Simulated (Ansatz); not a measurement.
Structure from Materials Project entry mp-11407 (possibly hypothetical), not relaxed further.

An input for GaPt3 and the output that it gave: DFT, LDA, all-electron LAPW, scalar-relativistic (Ansatz 0.2.0).

Command: `ansatz run input.yaml --threads 1 --pin off --max-ram 4096MiB --backend cpu --events-out ev --progress --plain --runs-dir out` The run took 2.6 min on 1 thread of Arm Neoverse V1 (shared host).

```yaml
crystal:
  lattice:
    - [3.90987758, 0.0, 0.0]
    - [0.0, 3.90987758, 0.0]
    - [0.0, 0.0, 3.90987758]
  atoms:
    - { symbol: Ga, position: [0.0, 0.0, 0.0] }
    - { symbol: Pt, position: [0.0, 0.5, 0.5] }
    - { symbol: Pt, position: [0.5, 0.5, 0.0] }
    - { symbol: Pt, position: [0.5, 0.0, 0.5] }
kpoints:
  mp_grid: { grid: [9, 9, 9] }
  band_path:
    path:
      - [0.0, 0.0, 0.0]
      - [0.0, 0.5, 0.0]
      - [0.5, 0.5, 0.0]
      - [0.0, 0.0, 0.0]
      - [0.5, 0.5, 0.5]
      - [0.0, 0.5, 0.0]
      - [0.5, 0.5, 0.5]
      - [0.5, 0.5, 0.0]
    npoints: 14
scf:
  occupations: { method: fermi_dirac, width: 0.03 }
hamiltonian:
  xc: lda
  pseudopotentials: { kind: all_electron, lapw: { basis_error: 0.001 } }
output:
  forces: true
  stress: true
  eigenvalues: true
  populations: true
  dos: { projected: true, de: 0.2, e_range: [-14, 8] }
```

The log:

```
Ga: projections on atomic orbitals take those of the free atom 1s2 2s2 2p6 3s2 3p6 3d10 4s2 4p1, of charge +0.00 (hamiltonian.pseudopotentials.projection_atoms)
Pt: projections on atomic orbitals take those of the free atom 1s2 2s2 2p6 3s2 3p6 3d10 4s2 4p6 4d10 4f14 5s2 5p6 5d9 6s1, of charge +0.00 (hamiltonian.pseudopotentials.projection_atoms)
LAPW: plane waves up to 8.450 Å⁻¹, error target 1.0e-3 eV per atom; small_component_spin mean_spin; Ga in spheres of 1.382 Å, 21 of its electrons in bands, Dirac shells []; Pt in spheres of 1.382 Å, 42 of its electrons in bands, Dirac shells []
Engine: ansatz 0.2.0
Pseudopotentials: kind: all_electron
Pseudopotential: Ga, LAPW, valence charge 21, Koelling and Harmon's equation, gaussian nucleus
Pseudopotential: Pt, LAPW, valence charge 42, Koelling and Harmon's equation, gaussian nucleus
Functional definition: SPW92
  exchange = slater_x
  correlation = pw_c
Crystal: 4 atoms, lattice volume = 59.771 Å³
Basis set: ecut = 272.06327658364904 eV, 619 PW (Γ), exchange–correlation at level 2
Bands: 89, of which v1, the nominal top of the filled ones, is band 74 counted from 1 (73 counted from 0)
Symmetry: 48 space group operations
Space group: Pm-3m (ITA 221), of the structure as read, at distance tolerance 3.9e-5 Å
k-points: 35 of 729
Non-local potential: Ga, projectors of the file, none
Non-local potential: Pt, projectors of the file, none
Initial density: superposition of atomic densities (chi_scale 0.1, normalization cell, long waves kept (reshape's long-wave potential 0.00 eV rms))
Initial wavefunctions: plane waves of lowest kinetic energy (no species holds an atomic orbital)
Functional: x = slater, c = lda
iter 1 solved again at ethr=3.10e-4 eV; its pass at ethr=1.00e-1 eV (dr2=4.56e-1 eV) is discarded
SCF iter   1: F=—  HF=-1554865.515750 eV  |F-HF|=—  |Δ(HF+E_count)|=         —  Δρ=3.09e-2  dr2=4.57e-1  ethr=3.10e-4  ⟨swp⟩=3.0  Hψ=19353  notcnv=0
preconditioner: auto → Kerker (q_TF=auto, 3.170 Å⁻¹)  [metal: Δε(μ)=0.020 eV  Ē_g=16.205 eV  σ=0.030 eV  W_gap=0.17  n_scr=26 (ndim 8)  ℏωp=31.5 eV  f_vac=0.000  D(μ)=2.56/eV (n_scr^D=26)]
SCF iter   2: F=—  HF=-1554864.292211 eV  |F-HF|=—  |Δ(HF+E_count)|=    1.22e0  Δρ=9.64e-3  dr2=9.85e-2  ethr=3.10e-4  ⟨swp⟩=3.0  Hψ=9778  notcnv=0
SCF iter   3: F=—  HF=-1554864.131825 eV  |F-HF|=—  |Δ(HF+E_count)|=   1.60e-1  Δρ=7.62e-3  dr2=2.40e-2  ethr=6.70e-5  ⟨swp⟩=2.0  Hψ=9614  notcnv=0
SCF iter   4: F=—  HF=-1554864.115045 eV  |F-HF|=—  |Δ(HF+E_count)|=         —  Δρ=3.65e-3  dr2=8.89e-3  ethr=1.63e-5  ⟨swp⟩=2.0  Hψ=9088  notcnv=0
the basis was enlarged: its passes take 1.2 MiB over the memory plan, 1 of 1 planned eigensolver slots
SCF iter   5: F=—  HF=-1554864.113300 eV  |F-HF|=—  |Δ(HF+E_count)|=   1.74e-3  Δρ=2.02e-3  dr2=2.71e-3  ethr=6.05e-6  ⟨swp⟩=2.0  Hψ=9085  notcnv=0
SCF iter   6: F=—  HF=-1554864.113269 eV  |F-HF|=—  |Δ(HF+E_count)|=   3.15e-5  Δρ=1.26e-3  dr2=1.17e-3  ethr=1.85e-6  ⟨swp⟩=2.0  Hψ=9061  notcnv=0
iter 7 solved again at ethr=2.39e-8 eV; its pass at ethr=7.97e-7 eV (dr2=3.51e-5 eV) is discarded
SCF iter   7: F=—  HF=-1554864.113173 eV  |F-HF|=—  |Δ(HF+E_count)|=   9.52e-5  Δρ=2.75e-4  dr2=3.51e-5  ethr=2.39e-8  ⟨swp⟩=2.0  Hψ=15408  notcnv=0
SCF iter   8: F=—  HF=-1554864.113171 eV  |F-HF|=—  |Δ(HF+E_count)|=   2.61e-6  Δρ=1.10e-4  dr2=8.26e-6  ethr=2.39e-8  ⟨swp⟩=2.0  Hψ=9088  notcnv=0
SCF iter   9: F=—  HF=-1554864.113170 eV  |F-HF|=—  |Δ(HF+E_count)|=   9.64e-7  Δρ=3.77e-5  dr2=1.74e-6  ethr=5.62e-9  ⟨swp⟩=2.0  Hψ=9088  notcnv=0
SCF iter  10: F=—  HF=-1554864.113169 eV  |F-HF|=—  |Δ(HF+E_count)|=   5.20e-7  Δρ=1.14e-5  dr2=1.17e-7  ethr=1.18e-9  ⟨swp⟩=2.0  Hψ=9088  notcnv=0
SCF iter  11: F=-1554864.113169 eV  HF=-1554864.113169 eV  |F-HF|=2.96e-8  |Δ(HF+E_count)|=   1.02e-8  Δρ=3.98e-6  dr2=2.00e-8  ethr=7.94e-11  ⟨swp⟩=2.0  Hψ=9088  notcnv=0
SCF 1 converged in 11 iterations: F = -1554864.113169 eV  dr2 = 2.00e-8
NSCF: frozen V_eff on 99 k-points
SCF converged after 11 iterations
Free energy (F): -1554864.113169 eV
Harris-Foulkes:  -1554864.113169 eV  (|F-HF|=2.96e-8)
Internal energy: -1554864.105524 eV  (E = F + TS)
E sigma→0 (E₀):  -1554864.109347 eV
Entropy (-TS):   -0.007645 eV (-1.911 meV/atom)
Fermi energy:    25.249384 eV
--- Per-component energies (eV) ---
  E_band       = -10839.271913
  E_kinetic    = 1759085.392920
  E_xc         = -30225.342808
  E_electrostatic = -3283724.155637  (all electrons and nuclei)
  E_smearing   = -0.007645  (= −TS)
  E_closure    = 0.000000  (closes the sum)
  E_atoms      = -1554836.128299  (free atoms, spherical and without spin; not in F)
  Σ components = -1554864.113169   (vs F -1554864.113169, Δ=0.00e0)
  Basis errors (estimates in eV, not in F): energy 2.0e-4 per atom: plane waves 1.6e-4 (8.1e-5 summed), levels above the bands 1.9e-261, relativity 1.0e-8, radial functions 3.8e-5, core shells 1.2e-7; eigenvalues (radial functions only) 4.5e-6; not estimated: angular momenta, meshes, grids; target (lapw.basis_error) 1.0e-3; muffin-tin radii Ga 1.382 Å, Pt 1.382 Å
--- Forces (eV/Å), atoms counted from 1 ---
  atom   1  Ga     0.00000000     0.00000000    -0.00000000
  atom   2  Pt     0.00000000    -0.00000000     0.00000000
  atom   3  Pt    -0.00000000    -0.00000000     0.00000000
  atom   4  Pt    -0.00000000    -0.00000000     0.00000000
  max |Σ_I F_I| component: 5.00e-30 eV/Å
--- Stress (GPa, compression-positive) ---
       -8.566520      -0.000000       0.000000
       -0.000000      -8.566520       0.000000
        0.000000       0.000000      -8.566520
  P = ⅓ Tr σ = -8.5665 GPa (-85.665 kbar)
--- Band table (eV; the first three rows and the last of 35) ---
  k-point 0: bands = ["-277.5527", "-277.5527", "-277.5527", "-277.5527", "-277.5527", "-277.5527", "-277.5291", "-277.5291", "-277.5291", "-277.5130", "-277.5130", "-277.5130", "-277.4831", "-277.4831", "-277.4831", "-117.4089", "-73.1912", "-73.1564", "-73.1564", "-68.6340", "-68.6340", "-68.6340", "-41.7796", "-41.7796", "-41.7796", "-41.7694", "-41.7673", "-41.7673", "-41.7367", "-41.7367", "-41.7367", "-41.7359", "-41.7359", "-41.7359", "-41.7231", "-41.7231", "-41.7231", "-41.7225", "-41.7225", "-41.7225", "-41.7100", "-41.7100", "-41.7100", "-27.4842", "-27.4842", "-27.4842", "-27.2601", "-27.2601", "-27.2601", "-27.1528", "-27.1528", "-27.1528", "10.4614", "10.4614", "10.4809", "10.4809", "10.4809", "14.2668", "17.9789", "19.5790", "19.5790", "19.5790", "19.7618", "19.7618", "23.0776", "23.0776", "23.0776", "24.4581", "24.4581", "25.3373", "25.3373", "25.3373", "25.4378", "25.9097", "25.9097", "25.9097", "29.3138", "32.7975", "32.7975", "34.0297", "34.0297", "34.0297", "37.1729", "37.1729", "37.1729", "40.6869", "43.2771", "43.2771", "44.0023"]
  k-point 1: bands = ["-277.5527", "-277.5527", "-277.5527", "-277.5527", "-277.5527", "-277.5527", "-277.5291", "-277.5291", "-277.5291", "-277.5130", "-277.5130", "-277.5130", "-277.4831", "-277.4831", "-277.4831", "-117.4089", "-73.1902", "-73.1574", "-73.1564", "-68.6340", "-68.6340", "-68.6340", "-41.7796", "-41.7796", "-41.7795", "-41.7694", "-41.7674", "-41.7673", "-41.7367", "-41.7366", "-41.7366", "-41.7359", "-41.7359", "-41.7359", "-41.7231", "-41.7231", "-41.7231", "-41.7226", "-41.7226", "-41.7225", "-41.7100", "-41.7100", "-41.7100", "-27.4786", "-27.4786", "-27.4748", "-27.2617", "-27.2617", "-27.2605", "-27.1634", "-27.1570", "-27.1570", "10.4647", "10.4679", "10.4817", "10.4841", "10.4841", "14.4182", "18.0805", "19.6137", "19.6477", "19.6477", "19.6989", "19.8903", "22.8632", "22.8632", "23.0102", "24.1888", "24.4569", "24.7964", "24.9039", "24.9039", "25.2922", "25.9101", "26.5361", "26.5361", "29.5848", "32.4979", "32.7762", "34.1530", "34.1530", "34.9248", "36.5396", "37.0884", "37.0884", "40.7658", "43.2064", "43.8627", "43.8627"]
  k-point 2: bands = ["-277.5527", "-277.5527", "-277.5527", "-277.5527", "-277.5527", "-277.5527", "-277.5291", "-277.5291", "-277.5291", "-277.5130", "-277.5130", "-277.5130", "-277.4831", "-277.4831", "-277.4831", "-117.4089", "-73.1876", "-73.1600", "-73.1564", "-68.6340", "-68.6340", "-68.6340", "-41.7795", "-41.7795", "-41.7795", "-41.7692", "-41.7675", "-41.7673", "-41.7367", "-41.7366", "-41.7366", "-41.7360", "-41.7360", "-41.7359", "-41.7231", "-41.7230", "-41.7230", "-41.7226", "-41.7226", "-41.7226", "-41.7100", "-41.7100", "-41.7100", "-27.4635", "-27.4635", "-27.4476", "-27.2667", "-27.2667", "-27.2616", "-27.1936", "-27.1675", "-27.1675", "10.4731", "10.4838", "10.4845", "10.4922", "10.4922", "14.8631", "18.3370", "19.4690", "19.7073", "19.8410", "19.8410", "20.2603", "22.4318", "22.4318", "22.8350", "23.3172", "24.0943", "24.2689", "24.2689", "24.4234", "24.9003", "25.9112", "27.6371", "27.6371", "29.2550", "32.7250", "33.2674", "34.0619", "34.0619", "35.4123", "36.3172", "37.2990", "37.2990", "40.9521", "42.7184", "43.5236", "43.5236"]
  k-point 34: bands = ["-277.5527", "-277.5527", "-277.5527", "-277.5527", "-277.5527", "-277.5527", "-277.5291", "-277.5291", "-277.5291", "-277.5130", "-277.5130", "-277.5130", "-277.4831", "-277.4831", "-277.4831", "-117.4089", "-73.1686", "-73.1676", "-73.1676", "-68.6340", "-68.6340", "-68.6340", "-41.7808", "-41.7808", "-41.7770", "-41.7681", "-41.7680", "-41.7680", "-41.7375", "-41.7375", "-41.7375", "-41.7351", "-41.7351", "-41.7351", "-41.7235", "-41.7235", "-41.7235", "-41.7222", "-41.7222", "-41.7221", "-41.7113", "-41.7094", "-41.7094", "-27.6028", "-27.4249", "-27.4239", "-27.4239", "-27.1950", "-27.1950", "-27.1500", "-27.1500", "-27.1492", "10.4623", "10.4623", "10.4626", "10.5377", "10.5377", "16.8403", "18.8209", "18.9887", "18.9887", "21.4371", "21.4371", "21.5614", "22.1904", "22.5727", "22.5727", "23.2009", "23.2009", "23.3839", "23.8913", "23.8913", "24.8182", "25.4634", "25.5806", "25.5806", "27.5183", "29.9217", "29.9217", "30.4805", "39.2716", "39.2716", "39.4045", "40.1559", "40.4259", "40.6584", "40.6584", "44.0881", "44.0881"]
--- Löwdin populations: 4 sites ---
  site symbol       q [e]
     0     Ga     31.5746
     1     Pt     77.6761
     2     Pt     77.6761
     3     Pt     77.6761
  spilling = 0.001499 (of n_electrons = 265.000000)
```

Spin polarisation is left out, and whether a magnetic state lies lower isn't shown here.
